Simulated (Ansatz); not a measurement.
Y (hcp, Mg type)

```yaml
crystal:
  lattice:
    - [3.68262, 0.00000, 0.00000]
    - [-1.84131, 3.18925, 0.00000]
    - [0.00000, 0.00000, 5.69845]
  atoms:
    - { symbol: Y, position: [0.33333, 0.66667, 0.75000] }
    - { symbol: Y, position: [0.66667, 0.33333, 0.25000] }
```

This relaxed cell (volume V₀) is scaled evenly in all directions, its shape held. Symmetry pins the atoms to their sites.

These are r2SCAN (plane waves to 500 eV, PAW, scalar-relativistic; Ansatz, a first-principles code) values and carry that method's errors. k mesh 15×15×8 (Γ-centred), Fermi-Dirac smearing 0.05 eV. E stands for the smeared free energy. Stress and pressure are positive under compression. With the shape held, the modulus is that of even scaling; a crystal free to change shape is softer. The PAW data are Ansatz's earlier set. Y is run without spin polarisation. Y was relaxed with its symmetry unable to fall. The zero of ΔE is the relaxed starting cell. The last digit holds for this mesh only.

| V (Å³/atom) | ΔE (meV/atom) |
|---|---|
| 28.109 | 136.0 |
| 29.448 | withheld |
| 30.786 | 30.4 |
| 32.125 | 7.2 |
| 33.464 | 0.0 |
| 34.802 | 6.4 |
| 36.141 | 24.3 |
| 37.479 | 51.9 |
| 38.818 | 87.9 |

Q: Fit a third-order Birch-Murnaghan form (E₀, V₀, B₀, B₀′ free) to the given rows and predict ΔE at V = 29.448.

A: Least squares on the 8 given rows: ΔE = E₀ + (9V₀B₀/16)·y²·[2 + (B₀′ − 4)y], y = (V₀/V)^(2/3) − 1, with V₀ = 33.469 Å³/atom, B₀ = 40.39 GPa (160.2 GPa = 1 eV/Å³; the term in eV is multiplied by 1000), B₀′ = 3.04, E₀ = 0.05 meV/atom; root-mean-square residual 0.03 meV/atom. At 29.448 the fit gives 72.1 meV/atom; the calculation gives 72.3 meV/atom, so the interpolation is off by -0.2 (-0.3 %). For the pressure the fit gives 6.3 GPa against the computed 6.3 GPa.

(Under strain, the slope of the energy per volume gives the stress and its curvature an elastic modulus.)
